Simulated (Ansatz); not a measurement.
Two inputs for HfO2 with indium replacing Hf

Cell: a supercell of HfO2 (fluorite type, Fm-3m) built from an entry of the Crystallography Open Database (COD), with all atoms left at the host's positions.

Space group Fm-3m (No. 225); a = 10.2300 Å.

```csv
site,Wyckoff,site symmetry,x,y,z
In,4a,m-3m,0.0000,0.0000,0.0000
Hf2,24d,m.mm,0.2500,0.2500,0.0000
Hf8,4b,m-3m,0.5000,0.5000,0.5000
O9,32f,.3m,0.1250,0.1250,0.1250
O12,32f,.3m,0.6250,0.3750,0.3750
```

One atom of each set is listed; the run and its k-mesh use a cell of 24 atoms with edges of 7.23, 7.23, 7.23 Å.

Reference run. Level of theory: DFT, PBE, plane waves and PAW, scalar-relativistic, 420 eV cutoff, Γ-centred 3×3×3 k-points, Fermi–Dirac smearing 0.01 eV, cell charge -1 (Ansatz 0.2.0).

**Question.** The input is changed as follows: `kpoints.mp_grid.grid`: [3, 3, 3] → [3, 2, 4]; `scf.max_iter`: not typed → 100. What happens to V_zz (10²¹ V/m²) and η?

**Answer.** 

```tsv
site	V_zz reference	η reference	V_zz changed	η changed
In	0.00	–	-0.005	0.09
Hf2	-4.44	0.87	-4.44	0.87
Hf8	0.00	–	-0.032	0.34
O9	0.23	0.00	0.23	0.02
O10	0.23	0.00	0.23	0.02
O12	0.12	0.00	0.13	0.03
O14	0.12	0.00	0.12	0.05
```

The largest change of V_zz is on Hf8, from 0.00 to -0.032. Symmetry makes η zero on O9, O10, O12, O14; the changed mesh lacks the crystal's symmetry, and the η that it gives there is an artefact. SCF iterations: 11 and 11. New warnings: symmetry narrowed by mesh. The changed input holds a mesh that breaks the symmetry, so its numbers aren't properties of the crystal.

On the reference run: The defect repeats with the cell of 24 atoms, so it feels its images: sites between two images don't show the values beside a lone defect, and zeros or small values of η there can come from the images' arrangement. This high-symmetry form of HfO2 is unstable when cold, to shifts of the oxygen columns, towards the tetragonal form. The symmetry of the cell holds that distortion back, wholly or in part, and it would change the field gradients, the more the larger the distortion. A uniform background compensates the cell's charge. Without spin–orbit coupling the gradients at and beside Hf can be off by some per cent, at some sites by more. The neighbours have not yet relaxed around the defect (largest force 1.2 eV/Å), so a real crystal will differ.
